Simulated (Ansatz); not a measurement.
The following input was run with Ansatz 0.2.0.

```yaml
crystal:
  lattice:
    - [3.9364041186, 0.0, 0.0]
    - [0.0, 3.9364041186, 0.0]
    - [0.0, 0.0, 3.9364041186]
  atoms:
    - { symbol: Sr, position: [0.5, 0.5, 0.5] }
    - { symbol: Ti, position: [0.0, 0.0, 0.0], spin: 1.0 }
    - { symbol: O, position: [0.5, 0.0, 0.0] }
    - { symbol: O, position: [0.0, 0.5, 0.0] }
    - { symbol: O, position: [0.0, 0.0, 0.5] }
basis:
  ecutwfc: 500
kpoints:
  mp_grid: { grid: [8, 8, 8] }
  band_path:
    path:
      - [[0.0, 0.0, 0.0], [0.0, 0.5, 0.0], [0.5, 0.5, 0.0], [0.0, 0.0, 0.0], [0.5, 0.5, 0.5], [0.0, 0.5, 0.0]]
      - [[0.5, 0.5, 0.5], [0.5, 0.5, 0.0]]
    npoints: 14
hamiltonian:
  xc: r2scan
scf:
  occupations: { method: gaussian, width: 0.02 }
  n_extra_bands: 12
output:
  forces: true
  stress: true
  eigenvalues: true
  populations: true
  dos: { projected: true, de: 0.02, nscf_kmesh: { grid: [12, 12, 12] } }
  bader: true
  write_density: true
  write_potential: true
  elf: true
  volumetric_format: npy
magnetization:
  spin_polarized: true
```

Run as
```bash
ansatz run input.yaml --threads 2 --pin off --max-ram 5120MiB --backend cpu --events-out ev --progress --plain --runs-dir out
```

Computed with DFT r2SCAN, scalar-relativistic, plane waves, PAW in Ansatz 0.2.0.

From the run's log, abridged (iterations and final results):

```
SCF iter   1: F=—  HF=-7774.573451 eV  |F-HF|=—  |Δ(HF+E_count)|=         —  Δρ=4.35e-2 (↑4.35e-2 ↓2.82e-2) dr2=1.91e0  dr2_τ=9.50e-2  dr2_m=3.14e-1  M=0.000 μB ∫|m|=0.428 μB  β_m=0.30  ethr=3.10e-3  ⟨swp⟩=6.9  Hψ=11918  notcnv=0  defer=19
Mixer restart at iter 1: flushing history
spin=Collinear: Resta preconditioning applied to the charge; magnetization (m = ρ↑ − ρ↓) channel mixes plain (no charge-response kernel on spin).
SCF iter   2: F=—  HF=-7774.610794 eV  |F-HF|=—  |Δ(HF+E_count)|=   3.73e-2  Δρ=3.00e-2 (↑3.00e-2 ↓2.15e-2) dr2=8.27e-1  dr2_τ=1.08e-2  dr2_m=1.65e-1  M=0.000 μB ∫|m|=0.395 μB  β_m=0.30  ethr=3.10e-3  ⟨swp⟩=2.0  Hψ=3182  notcnv=0  defer=458  κ⁻¹=1.0e0(r=1)
SCF iter   3: F=—  HF=-7774.587776 eV  |F-HF|=—  |Δ(HF+E_count)|=   2.30e-2  Δρ=1.37e-2 (↑1.24e-2 ↓1.37e-2) dr2=1.56e-1  dr2_τ=3.80e-3  dr2_m=3.87e-2  M=0.000 μB ∫|m|=0.278 μB  β_m=0.30  ethr=2.07e-3  ⟨swp⟩=3.0  Hψ=3774  notcnv=0  defer=458  κ⁻¹=1.1e-1(r=2)
SCF iter   4: F=—  HF=-7774.679950 eV  |F-HF|=—  |Δ(HF+E_count)|=         —  Δρ=9.69e-3 (↑6.21e-3 ↓9.69e-3) dr2=4.28e-2  dr2_τ=1.31e-3  dr2_m=2.18e-2  M=0.000 μB ∫|m|=0.117 μB  β_m=0.30  ethr=3.89e-4  ⟨swp⟩=2.2  Hψ=3373  notcnv=0  defer=455
Mixer restart at iter 4: flushing history
SCF iter   5: F=—  HF=-7774.691328 eV  |F-HF|=—  |Δ(HF+E_count)|=   1.14e-2  Δρ=7.09e-3 (↑4.89e-3 ↓7.09e-3) dr2=2.34e-2  dr2_τ=6.04e-4  dr2_m=1.27e-2  M=0.000 μB ∫|m|=0.095 μB  β_m=0.30  ethr=1.07e-4  ⟨swp⟩=2.0  Hψ=2657  notcnv=0  defer=451  κ⁻¹=1.0e0(r=1)
SCF iter   6: F=—  HF=-7774.705152 eV  |F-HF|=—  |Δ(HF+E_count)|=   1.38e-2  Δρ=1.82e-3 (↑1.82e-3 ↓1.10e-3) dr2=1.90e-3  dr2_τ=4.65e-5  dr2_m=6.39e-4  M=0.000 μB ∫|m|=0.035 μB  β_m=0.30  ethr=5.85e-5  ⟨swp⟩=2.4  Hψ=4087  notcnv=0  defer=451  κ⁻¹=6.3e-3(r=2)
SCF iter   7: F=—  HF=-7774.705713 eV  |F-HF|=—  |Δ(HF+E_count)|=   5.60e-4  Δρ=7.17e-4 (↑6.05e-4 ↓7.17e-4) dr2=2.42e-4  dr2_τ=1.21e-5  dr2_m=1.56e-4  M=0.000 μB ∫|m|=0.018 μB  β_m=0.30  ethr=4.74e-6  ⟨swp⟩=2.5  Hψ=3860  notcnv=0  defer=462  κ⁻¹=2.5e-3(r=3)
SCF iter   8: F=—  HF=-7774.705842 eV  |F-HF|=—  |Δ(HF+E_count)|=   1.29e-4  Δρ=4.67e-4 (↑3.97e-4 ↓4.67e-4) dr2=8.48e-5  dr2_τ=5.08e-6  dr2_m=7.22e-5  M=0.000 μB ∫|m|=0.011 μB  β_m=0.30  ethr=6.06e-7  ⟨swp⟩=2.5  Hψ=3266  notcnv=0  defer=464  κ⁻¹=1.1e-3(r=4)
SCF iter   9: F=—  HF=-7774.705977 eV  |F-HF|=—  |Δ(HF+E_count)|=   1.36e-4  Δρ=1.37e-4 (↑1.37e-4 ↓1.18e-4) dr2=5.08e-6  dr2_τ=4.16e-7  dr2_m=7.02e-6  M=0.000 μB ∫|m|=0.004 μB  β_m=0.30  ethr=2.12e-7  ⟨swp⟩=2.0  Hψ=3971  notcnv=0  defer=464  κ⁻¹=9.5e-5(r=5)
SCF iter  10: F=—  HF=-7774.705984 eV  |F-HF|=—  |Δ(HF+E_count)|=   7.21e-6  Δρ=9.40e-5 (↑9.40e-5 ↓9.30e-5) dr2=3.01e-6  dr2_τ=2.06e-7  dr2_m=3.61e-6  M=0.000 μB ∫|m|=0.003 μB  β_m=0.30  ethr=1.27e-8  ⟨swp⟩=2.0  Hψ=3069  notcnv=0  defer=464  κ⁻¹=1.5e-5(r=6)
SCF iter  11: F=—  HF=-7774.705987 eV  |F-HF|=—  |Δ(HF+E_count)|=   3.07e-6  Δρ=1.93e-5 (↑1.73e-5 ↓1.93e-5) dr2=1.93e-7  dr2_τ=9.73e-9  dr2_m=1.04e-7  M=0.000 μB ∫|m|=0.000 μB  β_m=0.30  ethr=7.54e-9  ⟨swp⟩=2.0  Hψ=3640  notcnv=0  defer=464  κ⁻¹=8.1e-7(r=7)
SCF iter  12: F=—  HF=-7774.705987 eV  |F-HF|=—  |Δ(HF+E_count)|=   9.95e-9  Δρ=1.02e-5 (↑7.65e-6 ↓1.02e-5) dr2=7.33e-8  dr2_τ=4.06e-9  dr2_m=1.34e-8  M=0.000 μB ∫|m|=0.000 μB  β_m=0.30  ethr=4.83e-10  ⟨swp⟩=2.0  Hψ=3547  notcnv=0  defer=464  κ⁻¹=3.2e-7(r=8)
SCF iter  13: F=—  HF=-7774.705988 eV  |F-HF|=—  |Δ(HF+E_count)|=   1.24e-7  Δρ=6.66e-6 (↑6.27e-6 ↓6.66e-6) dr2=3.80e-8  dr2_τ=1.87e-9  dr2_m=7.41e-9  M=0.000 μB ∫|m|=0.000 μB  β_m=0.30  ethr=1.83e-10  ⟨swp⟩=1.9  Hψ=2567  notcnv=0  defer=464  κ⁻¹=7.4e-8(r=8)
SCF iter  14: F=—  HF=-7774.705988 eV  |F-HF|=—  |Δ(HF+E_count)|=   8.13e-8  Δρ=1.70e-6 (↑1.70e-6 ↓1.09e-6) dr2=1.62e-9  dr2_τ=7.85e-11  dr2_m=3.48e-10  M=0.000 μB ∫|m|=0.000 μB  β_m=0.30  ethr=9.50e-11  ⟨swp⟩=2.0  Hψ=3397  notcnv=0  defer=464  κ⁻¹=2.4e-7(r=8)
SCF iter  15: F=-7774.705988 eV  HF=-7774.705988 eV  |F-HF|=2.92e-9  |Δ(HF+E_count)|=   2.90e-9  Δρ=1.55e-6 (↑1.55e-6 ↓1.31e-6) dr2=4.93e-9  dr2_τ=9.19e-11  dr2_m=2.08e-11  M=0.000 μB ∫|m|=0.000 μB  ethr=4.06e-12  ⟨swp⟩=12.3  Hψ=15785  notcnv=0
SCF 1 converged in 15 iterations: F = -7774.705988 eV  dr2 = 4.93e-9
WARN: the starting moments were not kept: the SCF closed with an absolute magnetisation of 4.7e-6 μB, where they sum to 1 μB in size (1 site). That is at most 0.1 of that sum. Measured as dr2_m measures the in/out step, that magnetisation stands 5.4e-12 eV from none, at or under the dr2_threshold of 1.0e-7 eV: it is no larger than a step whose dr2_m would equal this threshold. The system may hold no moment; this SCF shows only that its start led to no more than that. To try another start: raise the starting moments (crystal.atoms[].spin, magnetization.per_species, magnetization.initial_magnetization, or on a non-collinear deck that types none of these the spinor_matrix: blocks that start its ...
this state was not tested for a lower state beside it, because the mixer in use, unlike msr1, does not test its closes by its own steps (another_mixer; see scf.mixing.algorithm and scf.lower_state_search)
SCF converged after 15 iterations
Magnetization: 0.0000 μB (20.0000 up, 20.0000 down)
Absolute magnetization: 0.0000 μB (∫|ρ↑−ρ↓|, with the PAW one-centre terms)
Spin contamination: 0.0000 ħ² per cell (⟨S²⟩ above its minimum at these occupations)
Per-site moments (μB) at R_I (Å): [(8.89037547e-8, 1.14817644), (9.24178787e-7, 0.81188334), (-7.79217154e-7, 0.81188334), (-7.79217155e-7, 0.81188334), (-7.79217154e-7, 0.81188334)]
Free energy (F): -7774.705988 eV
Harris-Foulkes:  -7774.705988 eV  (|F-HF|=2.92e-9)
Internal energy: -7774.705988 eV  (E = F + TS)
E sigma→0 (E₀):  -7774.705988 eV
Fermi energy:    10.434073 eV
--- Per-component energies (eV) ---
  E_band       = -254.760699
  E_kinetic    = 1049.042320
  E_local      = -2412.072395  (includes V_loc(G=0)·N_el)
  E_nonlocal   = 344.202534
  E_hartree    = 842.708990
  E_xc         = -480.909348
  E_vxc        = -633.398367  (∫ρ·V_xc dr)
  E_paw        = -4248.950138  (= ΣΔE_a)
  E_vpaw       = -327.101986  (= ΣTr[D̂ρ^β])
  E_aug_tail   = 0.003175  (compensation charges beyond the density's cutoff)
  E_vtau       = 39.144805  (kinetic-family band-sum trace: ∫τ·v_τ [+ j·A + Jᵃ·Aᵃ] dr)
  E_ewald      = -2868.235809
  E_core_change = -0.495316  (= ΣΔE_core)
  E_smearing   =  0.000000  (= −TS)
--- Forces (eV/Å), atoms counted from 1 ---
  atom   1  Sr     0.00000000     0.00000000     0.00000000
  atom   2  Ti     0.00000000     0.00000000     0.00000000
  atom   3  O      0.00000000     0.00000000     0.00000000
  atom   4  O      0.00000000     0.00000000     0.00000000
  atom   5  O      0.00000000     0.00000000     0.00000000
--- Stress (GPa, compression-positive) ---
       -4.061134       0.000000       0.000000
        0.000000      -4.061134       0.000000
        0.000000       0.000000      -4.061134
  P = ⅓ Tr σ = -4.0611 GPa (-40.611 kbar)
--- Band table (eV; the first three rows and the last of 70) ---
  k-point 0 ↑: bands = ["-49.4630", "-24.6273", "-24.6273", "-24.6273", "-24.4850", "-9.0088", "-8.0667", "-8.0667", "-5.8550", "-5.8550", "-5.8550", "6.4616", "6.4616", "6.4616", "8.1559", "8.1559", "8.1559", "8.9500", "8.9500", "8.9500", "11.5390", "11.5390", "11.5390", "13.7998", "13.7998", "15.3216", "15.3216", "16.1818", "18.3146", "18.3146", "18.3146", "25.8682"]
  k-point 1 ↑: bands = ["-49.4629", "-24.6469", "-24.6269", "-24.6269", "-24.4725", "-9.0020", "-8.0621", "-8.0617", "-5.8487", "-5.8487", "-5.7765", "6.2611", "6.4567", "6.4567", "7.9731", "7.9731", "8.0316", "8.4910", "8.8564", "8.8564", "11.5595", "11.8600", "11.8600", "13.8019", "14.2694", "15.5717", "15.5889", "16.5472", "18.2719", "18.4673", "18.4673", "25.6703"]
  k-point 2 ↑: bands = ["-49.4624", "-24.6866", "-24.6260", "-24.6260", "-24.4495", "-9.0286", "-8.0498", "-7.9843", "-5.8332", "-5.8332", "-5.6034", "5.7512", "6.4522", "6.4522", "7.5642", "7.5642", "7.6759", "7.7560", "8.7127", "8.7127", "11.6100", "12.5274", "12.5274", "13.8058", "15.1312", "16.2325", "16.2363", "17.5492", "18.1673", "18.8401", "18.8401", "24.9684"]
  k-point 34 ↓: bands = ["-49.4595", "-24.6908", "-24.6908", "-24.6908", "-24.4305", "-7.7304", "-7.7304", "-7.7304", "-6.0917", "-6.0917", "-6.0917", "4.6676", "5.1208", "5.1208", "5.6200", "5.6200", "5.6200", "9.3292", "9.3292", "9.3292", "14.0253", "14.0253", "14.0253", "16.9196", "16.9196", "16.9196", "17.9055", "17.9055", "19.5717", "19.5717", "20.4260", "24.3501"]
--- Löwdin populations: 5 sites ---
  site symbol q [e]    m [muB]
     0     Sr      8.2579     0.0000
     1     Ti     10.6961     0.0000
     2      O      6.9153     0.0000
     3      O      6.9153     0.0000
     4      O      6.9153     0.0000
  spilling = 0.007502 (of n_electrons = 40.000000)
--- Bader charges: 5 sites ---
  site symbol charge [e]  shift [e]    m [muB]
     0     Sr      1.6366     0.0000     0.0000
     1     Ti      2.3384     0.0033     0.0000
     2      O     -1.3250     0.0011     0.0000
     3      O     -1.3250     0.0011     0.0000
     4      O     -1.3250     0.0011     0.0000
  estimated error of the sums over rays = 4.7e-4 e
```

The calculation finished and met its thresholds.

The run took 35 s on 2 threads of Intel(R) Xeon(R) Platinum 8488C (Sapphire Rapids), on a shared host, peak memory 0.64 GiB.